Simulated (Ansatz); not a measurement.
From the elastic tensor of Li3TeH at 4.5 GPa (stress–strain coefficients) to moduli and sound speeds

The calculation used DFT PBE, scalar-relativistic, plane waves, PAW (Ansatz 0.2.0). Plane waves to 420 eV; Γ-centred k mesh 6×6×6; fixed occupations. No spin polarisation.

It takes space group Pm-3m (No. 221, cubic). Conventional cell: a = 4.044 Å, b = 4.044 Å, c = 4.044 Å, α = 90.00°, β = 90.00°, γ = 90.00°. Around Te (site symmetry m-3m) lie 12 Li at 2.86 Å. Around H (site symmetry m-3m) lie 6 Li at 2.02 Å. Li (site symmetry 4/mmm) has 2 H at 2.02 Å as nearest neighbours.

The cell is the ideal cubic antiperovskite prototype; whether it is the stable structure of this composition wasn't checked.

Relaxed-ion constants (GPa, on the Cartesian axes of the calculation):
C11 = 106.1, C12 = 23.2, C13 = 23.2, C22 = 106.1, C23 = 23.2, C33 = 106.1, C44 = 42.4, C55 = 42.4, C66 = 42.4 GPa; the others vanish.

Density 3.752 g/cm³; 5 atoms in 66.14 Å³.

The values that follow are for a polycrystal of randomly turned grains, by Hill's mean where one number stands.

With S = C⁻¹: B_V = (C11+C22+C33+2(C12+C13+C23))/9, G_V = (C11+C22+C33−C12−C13−C23+3(C44+C55+C66))/15, 1/B_R = S11+S22+S33+2(S12+S13+S23), 15/G_R = 4(S11+S22+S33−S12−S13−S23)+3(S44+S55+S66); Hill is their mean. Then v_l = √((B+4G/3)/ρ), v_t = √(G/ρ), v_m = [(2/v_t³+1/v_l³)/3]^(−1/3) and Θ = (ħ/k_B)·v_m·(6π²n/V)^(1/3) for n atoms in the volume V; E = 9BG/(3B+G), ν = (3B−2G)/(2(3B+G)) and A^U = 5G_V/G_R + B_V/B_R − 6.

```
Bulk modulus, Voigt / Reuss / Hill          : 50.8 / 50.8 / 50.8 GPa
Shear modulus, Voigt / Reuss / Hill         : 42.0 / 42.0 / 42.0 GPa
Young's modulus                             : 99 GPa
Poisson ratio                               : 0.176
Pugh ratio B/G                              : 1.21
Universal anisotropy index                  : 0.00
Longitudinal and transverse sound speeds    : 5337 and 3348 m/s
Debye temperature from the mean sound speed : 464 K
```

Cost: 1 run of about 0.27 core-minutes, on AMD EPYC 7R43 (Zen 3) (shared hosts).